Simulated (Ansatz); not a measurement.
The start is a relaxed ZrO2 cell with every coordinate shifted by Gaussian noise of σ = 0.3 Å. The structure is fully relaxed (lattice and positions, P = 0) with r2SCAN (plane waves to 500 eV, PAW, scalar-relativistic; Ansatz, a first-principles code). The first steps use a coarse 7×7×5 k-mesh.

Initial structure:
```yaml
crystal:
  lattice:
    - [3.60134, 0.00000, 0.00000]
    - [0.00000, 3.60134, 0.00000]
    - [0.00000, 0.00000, 5.22807]
  atoms:
    - { symbol: Zr, position: [0.89649, 0.13238, 0.00770] }
    - { symbol: Zr, position: [0.41762, 0.44104, 0.53178] }
    - { symbol: O, position: [0.15450, 0.49677, 0.20167] }
    - { symbol: O, position: [0.84636, 0.41379, 0.66189] }
    - { symbol: O, position: [0.47099, 0.06968, 0.28819] }
    - { symbol: O, position: [0.41894, 0.13608, 0.83852] }
```

**Question.** How much energy is released per atom?

**Answer.** About 1.2 eV/atom.

**Question.** Does it find its way back to the structure it was made from?

**Answer.** It relaxes back to the parent, P4₂/nmc (No. 137).

**Question.** Is the relaxed structure metallic? Give its gap.

**Answer.** 4.60 eV, indirect (valence top at k = (0.2222, 0.2222, 0), conduction bottom at Γ) (no spin-orbit coupling).

The end point of the relaxation:

Space group P4₂/nmc, origin choice 1 (No. 137); a = 3.6013 Å, b = 3.6013 Å, c = 5.2279 Å, α = 90.00°, β = 90.00°, γ = 90.00°

```
atom  site  symmetry       x       y       z
----  ----  --------  ------  ------  ------
Zr      2a      -4m2  0.0000  0.0000  0.0000
O       4d      2mm.  0.0000  0.5000  0.1968
```

Final values are on a 9×9×7 k-mesh of the relaxed cell. The start holds a very short contact (Zr–O 1.69 Å). No spin polarisation in the result.
